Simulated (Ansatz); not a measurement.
This cell of InP (zinc blende) is off equilibrium:

```
InP
1.0
    0.00000     2.78689     2.78689
    2.78689     0.00000     2.78689
    2.78689     2.78689     0.00000
P In
1 1
Cartesian
  4.18033   4.18033   4.18033
  0.00000   0.00000   0.00000
```

Level of theory: r2SCAN (plane waves to 500 eV, PAW, scalar-relativistic; Ansatz, a program for electronic structure). k mesh 10×10×10 (Γ-centred), Fermi-Dirac smearing 0.05 eV. Energies are smeared free energies. Compression counts positive. InP was relaxed with its symmetry unable to fall. The PAW data are Ansatz's earlier set.

Question: What is the stress tensor (GPa)?

Answer: 
```
   17.6      0.0      0.0
    0.0     17.6      0.0
    0.0      0.0     17.6
```
The pressure, a third of the trace, is 17.6 GPa.

Question: It is the relaxed cell scaled evenly to V/V₀ = 0.840, atoms relaxed where free. What is its energy relative to the relaxed cell?

Answer: 193.5 meV/atom.

(Under strain, the slope of the energy per volume gives the stress and its curvature an elastic modulus.)
